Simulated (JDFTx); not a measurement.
Part of a log of a modified build of JDFTx for hydrosulfide, HS (SMILES [SH-]), charge -1, multiplicity 1 (PBE, GBRV ultrasoft potentials, plane waves to 20/100 Ha):

```
unit cell volume = 8153.46
Chosen fftbox size, S = [  100  90  90  ]
unit cell volume = 8153.46
Chosen fftbox size, S = [  90  80  80  ]
  'S' pseudopotential, 'SLA  PW   PBX  PBC' functional
  6 valence electrons, 2 orbitals, 6 projectors, 907 radial grid points, with lMax = 2
  'H' pseudopotential, 'SLA  PW   PBX  PBC' functional
  1 valence electrons, 1 orbitals, 2 projectors, 615 radial grid points, with lMax = 0
Initialized 2 species with 2 total atoms.
Folded 1 k-points by 1x1x1 to 1 k-points.
nElectrons:   8.000000   nBands: 7   nStates: 1
average nbasis = 34891.000 , ideal nbasis = 34832.221
Correction to mu due to finite nuclear width = -0.000851835
   Cavity determined by nc: 0.00142 and sigma: 0.707107
   Nonlocal vdW cavity from gaussian model electron density with norm = 8 and sigma = 0.993594 bohr
   Charge asymmetry in cavity with sensitivity pCavity = 36.5 e-bohr/Eh
   Electrostatic cavity expanded by eta = 1.46 bohrs
   Weighted density cavitation model constrained by Nbulk: 0.0049383 bohr^-3, Pvap: 3.14029 kPa, Rvdw: 2.61727 bohr and sigmaBulk: 4.62e-05 Eh/bohr^2 at T: 298 K.
   Weighted density dispersion model using vdW pair potentials with single solvent site with sqrtC6eff: 0.77 SI.
[...]
Will mix electronic density at each iteration.
	Linear fluid (dielectric constant: 78.4, screening length: 4.0613 Bohr) occupying 0.919505 of unit cell:	Completed after 13 iterations
[... later lines of the fluid solver are left out ...]
SCF: Cycle:  0   Etot: -11.012220804459835   dEtot: -8.688e-03   |Residual|: 3.198e-02   |deigs|: 9.907e-03
SCF: Cycle:  1   Etot: -11.013145125926259   dEtot: -9.243e-04   |Residual|: 1.856e-02   |deigs|: 7.008e-03
[... lines cut ...]
SCF: Cycle: 13   Etot: -11.013971762869408   dEtot: +9.337e-09   |Residual|: 4.397e-05   |deigs|: 7.212e-04
SCF: Cycle: 14   Etot: -11.013971777933593   dEtot: -1.506e-08   |Residual|: 7.420e-05   |deigs|: 8.606e-05
SCF: Cycle: 15   Etot: -11.013971787458580   dEtot: -9.525e-09   |Residual|: 1.293e-05   |deigs|: 1.240e-04
SCF: Cycle: 16   Etot: -11.013971789913091   dEtot: -2.455e-09   |Residual|: 1.577e-05   |deigs|: 3.668e-04
SCF: Converged (|Delta E|<1.000000e-08 for 2 iters).
Converging empty states (this may take a while): |deigs|: 6.857e-04

# Energy components:
   A_diel =       -0.0696700358571725
   Eewald =       -1.0560209350014766
       EH =        9.1588660046473809
     Eloc =      -22.2097324312625695
      Enl =        1.7284420881453124
      Exc =       -4.7592579302604276
 Exc_core =        1.7677273956226895
       KE =        4.4265258890215256
  MuShift =       -0.0008518349683526
-------------------------------------
     Etot =      -11.0139717899130911


	eMin: -0.606307 at state 0 ( [ +0.000000 +0.000000 +0.000000 ] spin 0 )
	HOMO: -0.208002 at state 0 ( [ +0.000000 +0.000000 +0.000000 ] spin 0 )
```

Which solvation model was used?
A. linear PCM (GLSSA13)
B. SCCS (g03 parameters)
C. CANDLE
D. SCCS (cation parameters)

C, CANDLE. The liquid was water (dielectric constant 78.4), 2 M NaCl.
